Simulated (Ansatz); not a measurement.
# Sb3Pd, a known structure type with other elements, at an estimated volume

```
CELL_PARAMETERS angstrom
-3.01241 3.01241 3.01241
3.01241 -3.01241 3.01241
3.01241 3.01241 -3.01241
ATOMIC_POSITIONS crystal
Sb 0.00000 0.50000 0.50000
Sb 0.50000 0.00000 0.50000
Sb 0.50000 0.50000 0.00000
Pd 0.00000 0.00000 0.00000
```

Single point in Ansatz 0.2.0 with PBE, spin-orbit coupling. Cutoff 420 eV, PAW datasets, 8×8×8 Γ-centred k mesh, fermi-dirac filling (width 0.1 eV).

The state carries no moments; the state need not be the lowest.

(1) What happens at the Fermi level?

(2) How is the charge shared?

(3) What is the formation energy?

(4) Is the cell too large or too small?

Origin: a known structure type with other elements, at an estimated volume, so it need not be a known compound. Caveats: the SCF threshold is loose for a stress.

Results:

(1) It is a metal, with about 2.2 states/eV a cell as the mean within 0.25 eV of the Fermi level, mostly Sb p (74 %) and Pd d (13 %).

(2) Bader charges in e: Sb +0.10, Pd -0.31. In the mean Sb gives up most and Pd takes most.

(3) 0.03 eV an atom against the elements' usual phases (free molecules for gases, crystals otherwise, with no correction for O₂ or N₂), too near zero to call. Relaxing would lower it.

(4) The pressure is -4.5 GPa (compression positive), so with the atoms held at these fractions the cell would first shrink.
